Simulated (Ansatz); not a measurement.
Data:

Na₃Bi:
```
CELL_PARAMETERS angstrom
      5.41390     0.00000     0.00000
     -2.70695     4.68857     0.00000
      0.00000     0.00000     9.63489
ATOMIC_POSITIONS crystal
  Na 0.33333 0.66667 0.91740
  Na 0.66667 0.33333 0.08260
  Na 0.66667 0.33333 0.41740
  Na 0.33333 0.66667 0.58260
  Na 0.00000 0.00000 0.25000
  Na 0.00000 0.00000 0.75000
  Bi 0.66667 0.33333 0.75000
  Bi 0.33333 0.66667 0.25000
```

This is the PBEsol-relaxed structure. Tensor components refer to the Cartesian frame of this cell.

**Question.** All from the program Ansatz at the PBEsol level (PAW), unless another level is named. Estimate the highest zone-centre frequency.

**Answer.** 187 cm^-1.

**Question.** And the Poisson's ratio?

**Answer.** 0.24.

**Question.** And the elastic constants (relaxed ions, GPa)?

**Answer.** C11 = 38.3, C12 = 13.9, C13 = 4.2, C33 = 42.7, C44 = 7.6.

Space group P6_3/mmc. The workflow started from a Materials Project entry (that database holds measured and hypothetical structures alike); the Crystallography Open Database files this formula in space group No. 194, but the cells were not matched. Its standing as an ambient phase is unchecked. Symmetry was held in the PBEsol relaxation; its stability against distortions is not shown here. As this level gives no gap, shear constants depend on the k-mesh and smearing (Fermi–Dirac, 0.1 eV here). As this level gives no gap, phonon frequencies hold no LO–TO term and depend on the k-mesh and smearing (Fermi–Dirac, 0.1 eV here). Scalar-relativistic: spin–orbit coupling is off unless named, which matters more the heavier the elements.

Potentials: the earlier of the program's two PAW sets. The files were generated under PBE; for other functionals the program regenerates the frozen cores, and for LDA and PBEsol the local potential too.
